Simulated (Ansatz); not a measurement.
In PBE (plane waves, PAW; program Ansatz), W in the tetragonal phase (P4_2/mnm; Pearson symbol tP30) relaxes to a = 9.795 Å, c = 5.139 Å.

Electronic character: metallic (no gap).

The bulk modulus is 292 GPa.

The start of the workflow was typed in or built on a structure type; neither database checked (COD, Materials Project) lists it. It is not the phase usual at ambient conditions (space group No. 229). Symmetry was held in the PBE relaxation; whether a distortion lowers the energy is not shown. No spin polarisation was allowed. Axis ratios of metals converge slowly with the k-mesh, so a and c are less sure than the volume. Spin–orbit coupling is left out wherever it is not named.

Potentials: the later of the program's two PAW sets.
